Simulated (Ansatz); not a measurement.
Zr (hcp, Mg type)

```
CELL_PARAMETERS angstrom
      3.24602     0.00000     0.00000
     -1.62301     2.81113     0.00000
      0.00000     0.00000     5.15071
ATOMIC_POSITIONS crystal
  Zr 0.33333 0.66667 0.75000
  Zr 0.66667 0.33333 0.25000
```

The slice is a (0001) plane (indices of the conventional cell) through the point (0.333, 0.667, 0.750) (fractional), spanned by u = [110] and v = [1 -1 0] in vectors of this cell: u (3.25 Å) and v (5.62 Å, at 90° to u). It covers one period; positions are fractions (u, v).

Method: r2SCAN (plane waves to 500 eV, PAW, scalar-relativistic; Ansatz, an electronic-structure program). k mesh 16×16×9. These are valence fields of a PAW run, semicore shells included where kept as valence: close to a nucleus they are smooth pseudo fields. Zr is run without spin polarisation. Zr was relaxed with its symmetry unable to fall.

Question: What is the valence density on the shortest Zr–Zr line in this plane (3.25 Å), at its midpoint?

Answer: 0.17 e/Å³.

Question: Sketch the electrostatic potential energy of an electron, from the cell's mean on this plane as a map.

Answer: 
```tsv
v \ u	0.00	0.08	0.17	0.25	0.33	0.42	0.50	0.58	0.67	0.75	0.83	0.92
0.90	x	x	x	x	3.6	8.2	9.6	8.2	3.6	x	x	x
0.75	6.3	6.6	7.1	7.5	7.7	7.6	7.5	7.6	7.7	7.5	7.1	6.6
0.60	8.3	7.0	2.7	x	x	x	x	x	x	x	2.7	7.0
0.45	8.3	6.5	<2.0	x	x	x	x	x	x	x	<2.0	6.5
0.30	10.2	9.8	8.5	6.2	3.4	<2.0	<2.0	<2.0	3.4	6.2	8.5	9.8
0.15	x	x	<2.0	<2.0	5.8	8.2	9.0	8.2	5.8	<2.0	<2.0	x
0.00	x	x	x	x	<2.0	5.5	7.5	5.5	<2.0	x	x	x
```

Values: electrostatic potential energy of an electron, from the cell's mean, in eV. Points within 1 Å of a nucleus are blanked (x), as the pseudised field means little there. Values under 2 eV are set to 2. The zero, the cell's mean, hangs on the PAW cores.
